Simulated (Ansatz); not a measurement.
Step by step: NaF, atom 2 (F) and its images move by one cell vector a

Theory: Ansatz 0.2.0, DFT, PBE, all-electron LAPW, scalar-relativistic.

Command: `ansatz run input.yaml --threads 4 --pin off --max-ram 4096MiB --backend cpu --events-out ev --progress --plain --runs-dir out` The run took 68 min on 4 threads of Arm Neoverse N1, on a shared host, peak memory 4.2 GiB.

```yaml
crystal:
  lattice:
    - [0.0, 2.2858943317, 2.2858943317]
    - [2.2858943317, 0.0, 2.2858943317]
    - [2.2858943317, 2.2858943317, 0.0]
  atoms:
    - { symbol: Na, position: [0.0, 0.0, 0.0] }
    - { symbol: F, position: [0.5, 0.5, 0.5] }
kpoints:
  mp_grid: { grid: [8, 8, 8] }
scf:
  occupations: { method: fermi_dirac, width: 0.02 }
hamiltonian:
  xc: pbe
  pseudopotentials: { kind: all_electron, lapw: { basis_error: 0.001 } }
output:
  forces: true
neb:
  images: 3
  f_tol: 0.05
  max_iterations: 40
  relax_end_points: true
  final_atoms:
    - { symbol: Na, position: [0.0, 0.0, 0.0] }
    - { symbol: F, position: [1.5, 0.5, 0.5] }
```

Structure from Materials Project entry mp-682 (possibly hypothetical).

Energies of the images in meV per cell, from the first image of the last iteration (-7141.4810 eV):

```
iteration  image 0  image 1  image 2  image 3  image 4
        0        0     1195     3671     1195        0
        1        0     1195     3671     1195        0
        2        0     1180     3418     1180        0
        3        0     1117     3277     1117        0
        4        0     1087     3146     1087        0
        5        0     1022     2861     1022        0
        7        0      953     1192      954        0
        8        0     1152     1003      893        0
        9        0     1235      862      940        0
       10        0     1250      902      950        0
       11        0     1255     1080      907        0
```

(1) Give the energy profile of the last iteration and its highest point.

(2) What are the positions (Å) and forces (eV/Å) of that image?

Answers

(1) 0, 1256, 1036, 906, 0 meV; the highest image, number 1, lies 1256 meV over the first. All periodic images of the moving atoms move together, so this isn't the barrier of a lone defect. With so few images, further maxima between them can be missed.

(2) 
```
Na    0.3766   -0.0908   -0.0908     0.000   0.000   0.000
F     1.9093    2.9482    2.9482     0.000   0.000   0.000
```
